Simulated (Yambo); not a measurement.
Yambo run on K$_{2}$PtBr$_{6}$ (space group Fm-3m, No. 225). The wavefunctions come from this Quantum ESPRESSO step (LDA, PseudoDojo standard norm-conserving files, scalar-relativistic):

```
&CONTROL
  calculation = 'nscf'
  pseudo_dir = './pseudo'
  outdir = './out'
/
&SYSTEM
  ibrav = 0
  nat = 9
  ntyp = 3
  ecutwfc = 84.0
  ecutrho = 336.0
  occupations = 'fixed'
  force_symmorphic = .true.
  nbnd = 393
/
&ELECTRONS
  conv_thr = 9.000000000000001e-09
  diago_full_acc = .true.
  diago_thr_init = 1e-08
/
ATOMIC_SPECIES
K 39.0983 K.upf
Br 79.9040 Br.upf
Pt 195.0840 Pt.upf
CELL_PARAMETERS angstrom
  0.000000000000   5.184010000000   5.184010000000
  5.184010000000   0.000000000000   5.184010000000
  5.184010000000   5.184010000000   0.000000000000
ATOMIC_POSITIONS crystal
K   0.250000000000   0.250000000000   0.250000000000
K   0.750000000000   0.750000000000   0.750000000000
Br   0.239530000000   0.760470000000   0.239530000000
Br   0.760470000000   0.239530000000   0.760470000000
Br   0.239530000000   0.760470000000   0.760470000000
Br   0.760470000000   0.239530000000   0.239530000000
Br   0.239530000000   0.239530000000   0.760470000000
Br   0.760470000000   0.760470000000   0.239530000000
Pt   0.000000000000   0.000000000000   0.000000000000
K_POINTS automatic
2 2 2 0 0 0
```

Yambo input:

```
rim_cut
gw0
dyson
el_el_corr
HF_and_locXC
ppa
em1d
RandQpts= 1000000
RandGvec= 1 Ry
EXXRLvcs= 84 Ry
VXCRLvcs= 336 Ry
Chimod= "HARTREE"
% BndsRnXp
 5 | 390 |
%
NGsBlkXp= 7 Ry
% LongDrXp
 1.0 | 1.0 | 1.0 |
%
PPAPntXp= 27.2114 eV
% GbndRnge
 1 | 390 |
%
GTermKind= "BG"
DysSolver= "n"
ExtendOut
% QPkrange
 1 | 1 | 39 | 40 |
 2 | 2 | 39 | 40 |
 3 | 3 | 39 | 40 |
%
```

k points by index: 1 = Γ, 2 = L, 3 = X.

Table of the .qp output:

```
#    K-point    Band    Eo [eV]    E [eV]    E-Eo [eV]    Vxc [eV]    Vnlxc [eV]    Sc|Eo [eV]    Sc|E [eV]    dSc/dw|Eo [eV]    Re(Z)    Im(Z)
#
    1    39    0.000000    -1.156049    -1.156049    -13.19373    -16.91920    2.279659    2.569421    -6.819754    0.799600    -0.001376
    1    40    2.217700    3.166857    0.949156    -16.94611    -13.23374    -2.512521    -2.763217    -7.186614    0.791073    -0.001282
    2    39    -0.353427    -1.544126    -1.190699    -12.89444    -16.72987    2.344562    2.644730    -6.859096    0.798677    -0.001393
    2    40    1.846880    2.731501    0.884621    -16.54826    -13.06678    -2.367394    -2.596859    -7.057762    0.794046    -0.001473
    3    39    -0.025661    -1.172879    -1.147218    -13.15332    -16.86838    2.280559    2.567843    -6.813468    0.799748    -0.001377
    3    40    0.916305    1.806925    0.890620    -15.83500    -12.41600    -2.306595    -2.528380    -6.775647    0.800638    -0.001398
```
(The two width columns are left out.) Convergence of these settings isn't established.

Spin-orbit coupling is not included.

Geometry of the Materials Project entry, not relaxed at this level.
